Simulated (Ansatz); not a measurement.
Below is a relaxed structure of BaC12. The cell was found from a structure generator's guess, not taken from experiment.

Level of theory: Ansatz 0.2.0, DFT PBE+D3(BJ), scalar-relativistic, plane waves, PAW. Cutoff 420 eV, Γ-centred mesh, Gaussian smearing, no spin polarisation.

```xyz
13
Lattice="4.2891 0.0000 0.0000 -2.1445 3.7144 0.0000 0.0000 0.0000 8.7401" Properties=species:S:1:pos:R:3 pbc="T T T"
Ba    0.0000    0.0000    0.0000
C     2.8605    0.0000    6.0475
C     0.7143    1.2372    6.0475
C    -1.4302    2.4772    6.0475
C     1.4286    0.0000    6.0475
C    -0.7143    1.2372    6.0475
C     1.4302    2.4772    6.0475
C     1.4286    0.0000    2.6926
C    -0.7143    1.2372    2.6926
C     1.4302    2.4772    2.6926
C     2.8605    0.0000    2.6926
C     0.7143    1.2372    2.6926
C    -1.4302    2.4772    2.6926
```

The zero of energy is the elements' standard structures at the same level; no fitted shifts are applied.

Q: What space group does it have?

A: P6/mmm (No. 191). Conventional cell: a = 4.289 Å, c = 8.740 Å. Around Ba lie 12 C at 3.05 Å; around C lie 3 C at 1.43 Å, 6 C at 2.47–2.48 Å, 3 C at 2.86 Å and 1 Ba at 3.05 Å.

Q: What is its formation energy per atom?

A: −0.04 eV/atom. A negative formation energy is needed for stability but isn't enough: competing phases decide.

Q: Is it a metal?

A: Yes, bands cross the Fermi level on the 12×12×6 mesh.

The last run used a 12×12×6 mesh (in the run's order of axes) for its 13-atom cell and Gaussian smearing of 0.10 eV. Symmetry constrained the relaxation, so the result can be a saddle point.
